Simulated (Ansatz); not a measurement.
BAs:
```yaml
crystal:
  lattice:
    - [3.45880, 0.00000, 0.00000]
    - [-1.72940, 2.99541, 0.00000]
    - [0.00000, 0.00000, 7.48158]
  atoms:
    - { symbol: B, position: [0.50000, 0.00000, 0.50000] }
    - { symbol: B, position: [0.00000, 0.50000, 0.16667] }
    - { symbol: B, position: [0.50000, 0.50000, 0.83333] }
    - { symbol: As, position: [0.50000, 0.00000, 0.00000] }
    - { symbol: As, position: [0.00000, 0.50000, 0.66667] }
    - { symbol: As, position: [0.50000, 0.50000, 0.33333] }
```

Relaxed with PBE. Special points in fractions of this cell's reciprocal vectors: Γ (0.000, 0.000, 0.000); M (0.500, 0.000, 0.000); K (0.333, 0.333, 0.000); A (0.000, 0.000, 0.500); L (0.500, 0.000, 0.500); H (0.333, 0.333, 0.500).

Q: List the band energies nearest the valence-band maximum at these points for plane-wave PAW PBE (Ansatz code).

A: In eV from the valence-band maximum; about four levels below and three above (degenerate sets whole), none deeper than 8.9 eV; points with the same levels are listed once.

```csv
k,below,above
Γ,-1.18 -1.18 -0.92 0.00,2.15 2.15 2.34
M,-4.03 -3.06 -2.71 -2.43,0.48 0.66 0.88
K,-5.46 -5.46 -3.39 -2.52 -2.52,0.61 2.33 2.33
A,-1.13 -1.11 -1.11 -0.68,1.96 2.51 2.62
L,-3.71 -3.46 -3.28 -2.89,1.78 2.19 2.60
H,-5.61 -5.61 -3.11 -2.64,2.70 3.53 3.53
```

Space group P6_222. The start of the workflow was typed in or built on a structure type; neither database checked (COD, Materials Project) lists it. It is not the phase usual at ambient conditions (space group No. 216). The PBE relaxation kept the symmetry of its start; whether a distortion lowers the energy is not shown. Its formation energy is positive at this level, so the cell may be metastable or incomplete. Spin–orbit coupling is left out wherever it is not named.

Potentials: the earlier of the program's two PAW sets.
